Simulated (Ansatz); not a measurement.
# Structure relaxation, ScAl$_{3}$

The start is a relaxed ScAl3 cell shaken by Gaussian noise of σ = 0.08 Å a coordinate. The structure is fully relaxed (lattice and positions, P = 0) with PBEsol (plane waves to 420 eV, PAW, scalar-relativistic; Ansatz, a program for electronic structure). First-step values are on the input's coarse k-mesh.

Ansatz input (later rounds restart from its end on a renewed k-mesh):
Ansatz 0.2 input:
```yaml
crystal:
  lattice:
    - [-2.1970364625, 4.1779822311, 4.2949259263]
    - [2.1970364625, -4.1779822311, 4.2949259263]
    - [2.1970364625, 4.1779822311, -4.2949259263]
  atoms:
    - { symbol: Al, position: [0.2461771168, 0.327428138, 0.9162029171] }
    - { symbol: Al, position: [0.0862474787, 0.6649441144, 0.3726850174] }
    - { symbol: Al, position: [0.7608103503, 0.6960875588, 0.1191050055] }
    - { symbol: Al, position: [0.9136572005, 0.3338258534, 0.5828066827] }
    - { symbol: Al, position: [0.4986409059, 0.0162292574, 0.492476859] }
    - { symbol: Al, position: [-0.0255340247, 0.0230241455, 0.0014955387] }
    - { symbol: Sc, position: [0.3657637922, 0.6338907524, 0.7555365848] }
    - { symbol: Sc, position: [0.6325766053, 0.3961781288, 0.2544336317] }
basis: { ecutwfc: 420, ecutrho_ratio: 4, xc_grid: 2, fft_grid_basis: typed }
kpoints: { mp_grid: { grid: [6, 8, 8] } }
hamiltonian:
  xc: pbesol
  dispersion: none
  pseudopotentials: { kind: paw }
scf: { occupations: { method: fermi_dirac, width: 0.05 } }
relax: { f_tol: 0.01, max_steps: 100, cell: { stress_tol: 0.02 } }
output: { forces: true, stress: true }
```

Q: Which atoms feel the largest initial force, and how large is it?

A: 1.22 eV/Å, on Al2 (atoms numbered as listed).

Q: How much energy is released per atom?

A: 0.47 eV/atom.

Q: How does the volume change?

A: -9.9 %, from 19.71 to 17.77 Å³/atom.

Q: Does it find its way back to the structure it was made from?

A: It does not go back: it reaches C2/m (No. 12), 0.44 eV/atom below the parent.

Q: How do the shortest distances between atoms change?

A: The closest pairs of elements (up to four, under 3.6 Å), start → end: Al–Al 2.42 → 2.56 Å; Al–Sc 2.74 → 2.84 Å; Sc–Sc 3.16 → 3.84 Å.

Q: Is the relaxed structure metallic? Give its gap.

A: Zero (metallic).

Q: What does it relax into? Give the structure.

A: 
Space group C2/m (No. 12); a = 9.6283 Å, b = 4.1405 Å, c = 8.2757 Å, α = 90.00°, β = 120.51°, γ = 90.00°

| atom | site | symmetry | x | y | z |
|---|---|---|---|---|---|
| Al | 4i | m | 0.4759 | 0.0000 | 0.1664 |
| Al | 4i | m | 0.1616 | 0.0000 | 0.3884 |
| Al | 2a | 2/m | 0.0000 | 0.0000 | 0.0000 |
| Al | 2d | 2/m | 0.0000 | 0.5000 | 0.5000 |
| Sc | 4i | m | 0.2002 | 0.0000 | 0.7818 |
(The calculation used a cell of 8 atoms; values per cell refer to that cell.)

Final values are on a 13×13×7 k-mesh of the relaxed cell. No spin polarisation in the result.

The relaxed structure here is a generated cell of ScAl3: the first start was made by a random draw of sites in a space group, and the end was not matched to a known phase here, so it may be hypothetical.
